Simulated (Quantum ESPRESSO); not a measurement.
## Band energies of GaP at -0.7 % isotropic strain

```
GaP
1.0
    0.00000     2.70093     2.70093
    2.70093     0.00000     2.70093
    2.70093     2.70093     0.00000
P Ga
1 1
Cartesian
  4.05139   4.05139   4.05139
  5.40186   5.40186   5.40186
```

PBEsol (pw.x of Quantum ESPRESSO, ONCV potentials, without SOC); path ΓXWKΓLUWLK,UX; energies in eV from the valence-band maximum.

```csv
k (1/Å),point,band 5,band 6,band 7,band 8,band 9,band 10,band 11,band 12
0.00,Γ,-14.52,-12.73,0.00,0.00,0.00,1.96,3.82,3.82
0.32,,-14.51,-12.39,-1.74,-0.79,-0.79,2.92,3.61,4.96
0.74,,-14.50,-11.04,-4.87,-2.24,-2.24,1.67,2.96,7.98
1.16,X,-14.49,-9.61,-6.93,-2.80,-2.80,1.46,1.69,10.72
1.63,,-14.51,-9.51,-6.73,-3.67,-3.54,3.98,4.24,6.79
1.74,W,-14.51,-9.50,-6.71,-3.75,-3.61,4.61,4.94,6.02
2.16,K,-14.50,-9.64,-6.71,-4.14,-2.36,2.05,4.76,8.28
2.57,,-14.52,-10.76,-5.53,-3.57,-1.26,3.13,5.69,5.83
2.98,,-14.52,-12.18,-2.82,-1.43,-0.28,3.09,4.24,4.34
3.39,Γ,-14.52,-12.73,0.00,0.00,0.00,1.96,3.82,3.82
3.79,,-14.52,-12.20,-3.06,-0.52,-0.52,2.34,4.54,4.54
4.09,,-14.51,-11.25,-5.60,-0.99,-0.99,1.85,4.74,4.74
4.40,L,-14.51,-10.55,-6.85,-1.17,-1.17,1.66,4.64,4.64
4.50,,-14.51,-10.52,-6.83,-1.44,-1.22,1.92,4.55,4.75
4.91,,-14.51,-9.94,-6.57,-3.90,-2.02,2.42,5.67,6.99
5.11,U,-14.50,-9.64,-6.71,-4.14,-2.36,2.05,4.76,8.28
5.31,,-14.51,-9.58,-6.70,-4.02,-2.94,3.07,4.83,6.97
5.52,W,-14.51,-9.50,-6.71,-3.75,-3.61,4.61,4.94,6.02
5.70,,-14.51,-9.68,-6.60,-3.98,-2.99,4.15,4.78,5.98
6.07,,-14.51,-10.36,-6.71,-2.51,-1.57,2.85,4.22,5.55
6.34,L,-14.51,-10.55,-6.85,-1.17,-1.17,1.66,4.64,4.64
6.43,,-14.51,-10.53,-6.83,-1.38,-1.21,1.87,4.56,4.73
6.79,,-14.51,-10.06,-6.59,-3.61,-1.89,2.57,5.42,6.53
7.06,K,-14.50,-9.64,-6.71,-4.14,-2.36,2.05,4.76,8.28
7.06,U,-14.50,-9.64,-6.71,-4.14,-2.36,2.05,4.76,8.28
7.47,X,-14.49,-9.61,-6.93,-2.80,-2.80,1.46,1.69,10.72
```

The PBEsol gap is indirect, 1.43 eV, from Γ to 91 % of the way from Γ to X; the smallest direct gap is 1.96 eV.

Spin-orbit splittings are left out.

Geometry strained from the cell relaxed with PBEsol, atoms relaxed again.
